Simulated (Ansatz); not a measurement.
The relaxed structure here is a generated cell of WSe2: the first start was made by placing the elements on the sites of a structure type, and the end was not matched to a known phase here, so it may be hypothetical. Known forms of WSe2 include space group No. 194.

A relaxed structure of WSe2. The numbers are results of r2SCAN (plane waves to 500 eV, PAW, scalar-relativistic; Ansatz, a first-principles code), not measurements.

```cif
data_Se8W4
_chemical_formula_sum 'Se8 W4'
_space_group_name_H-M_alt 'P 1'
_space_group_IT_number 1
_cell_length_a 5.93462
_cell_length_b 5.93462
_cell_length_c 10.62102
_cell_angle_alpha 90.000
_cell_angle_beta 90.000
_cell_angle_gamma 122.198
loop_
_space_group_symop_operation_xyz
  'x, y, z'
loop_
_atom_site_label
_atom_site_type_symbol
_atom_site_fract_x
_atom_site_fract_y
_atom_site_fract_z
_atom_site_occupancy
Se1 Se 0.19381 0.80619 0.75000 1
Se2 Se 0.80619 0.19381 0.25000 1
Se3 Se 0.45457 0.45457 0.50000 1
Se4 Se 0.54543 0.54543 0.00000 1
Se5 Se 0.09528 0.84673 0.40093 1
Se6 Se 0.15327 0.90472 0.09907 1
Se7 Se 0.84673 0.09528 0.59907 1
Se8 Se 0.90472 0.15327 0.90093 1
W1 W 0.19411 0.62178 0.95196 1
W2 W 0.37822 0.80589 0.54804 1
W3 W 0.62178 0.19411 0.04804 1
W4 W 0.80589 0.37822 0.45196 1
```

Q: Determine the symmetry and give the standard cell with its independent sites.

A: Space group C222₁ (No. 20); a = 5.736 Å, b = 10.391 Å, c = 10.621 Å, α = β = γ = 90.00°

```
atom  site  symmetry       x       y       z
----  ----  --------  ------  ------  ------
Se      4b       .2.  0.0000  0.1938  0.7500
Se      4a       2..  0.4546  0.0000  0.0000
Se      8c         1  0.0290  0.1243  0.4009
W       8c         1  0.0921  0.7138  0.0480
```

Q: Give the shortest distances between elements (the closest pairs, up to four, under 3.6 Å).

A: Se–W 2.40 Å; W–W 3.14 Å; Se–Se 3.22 Å.

```yaml
volume_per_atom: 26.38 Å³
band_gap: no gap (metallic)
```

No spin polarisation in the result.

The run could not lose the symmetry of its start, so the end can be a saddle point.
